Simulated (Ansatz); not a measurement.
Input:

B:
```cif
data_B4
_chemical_formula_sum 'B4'
_space_group_name_H-M_alt 'P 1'
_space_group_IT_number 1
_cell_length_a 3.04101
_cell_length_b 3.04101
_cell_length_c 3.26281
_cell_angle_alpha 90.000
_cell_angle_beta 90.000
_cell_angle_gamma 122.219
loop_
_space_group_symop_operation_xyz
  'x, y, z'
loop_
_atom_site_label
_atom_site_type_symbol
_atom_site_fract_x
_atom_site_fract_y
_atom_site_fract_z
_atom_site_occupancy
B1 B 0.84409 0.15591 0.09005 1
B2 B 0.65591 0.34409 0.59005 1
B3 B 0.34409 0.65591 0.40995 1
B4 B 0.15591 0.84409 0.90995 1
```

This is the PBE-relaxed structure.

Problem. All from the program Ansatz at the PBE level (PAW), unless another level is named. Estimate the electronic character.

Solution. metallic (no gap).

Problem. What about the density of states at the Fermi level?

Solution. 0.04 states/eV per atom (mean over ±0.08 eV).

Space group Cmce. The start of the workflow was typed in or built on a structure type; neither database checked (COD, Materials Project) lists it. It is not the phase usual at ambient conditions (space group No. 166). The cell was relaxed with PBE under the symmetry of its start; whether a distortion lowers the energy is not shown.

Potentials: the later of the program's two PAW sets.
